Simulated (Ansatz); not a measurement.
A geometry of Hf away from equilibrium: step 2 of the relaxation of a generated cell, Hf placed in the AFLOW prototype A_oC4_63_c (A20). The numbers are results of PBEsol (plane waves to 420 eV, PAW, scalar-relativistic; Ansatz, a first-principles code), not measurements. Γ-centred k-mesh 12×12×7 on the run's cell (coarser than for final values), Fermi–Dirac smearing 0.05 eV. The plane waves were selected for a different cell earlier on the path.

```xyz
2
Lattice="1.4689 -2.8733 0.0000 1.4689 2.8733 0.0000 0.0000 0.0000 5.0254" Properties=species:S:1:pos:R:3 pbc="T T T"
Hf     1.4689    -2.1327     1.2564
Hf     1.4689     2.1327     3.7691
```

Problem. What forces act on the atoms (eV/Å)?

Solution. 
| atom | Fx | Fy | Fz |
|---|---|---|---|
| Hf1 | 0.00 | 0.44 | 0.00 |
| Hf2 | 0.00 | -0.44 | 0.00 |

The path ends in P6₃/mmc (No. 194) (hcp (Mg type)). No spin polarisation in the result.

The run could not lose the symmetry of its start.
